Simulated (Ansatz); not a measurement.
## Run times of several calculations on SiO2

Cell: 12 atoms, space group P4_12_12, a = 4.986 Å, b = 4.986 Å, c = 6.977 Å, α = 90.00°, β = 90.00°, γ = 90.00°.

All runs are DFT with Ansatz 0.2.0 on 1 thread of Intel Xeon Platinum 8259CL CPU @ 2.50GHz (Skylake/Cascade Lake) (x86_64; 44 cores open to the job, memory cap 2.5 GiB, no GPU), a shared host.

**Question.** Rank the runs by wall time, shortest first.
A. single point at relaxed positions, r2SCAN, 500 eV, 5×5×4 k-points, smearing 0.02 eV
B. relaxation of the ions, PBE, 420 eV, 5×5×4 k-points, smearing 0.02 eV
C. single point, PBE, 420 eV, 5×5×4 k-points, smearing 0.02 eV

**Answer.** C (19 s, 0.54 GiB), A (35 s, 0.86 GiB), B (53 s, 0.58 GiB).
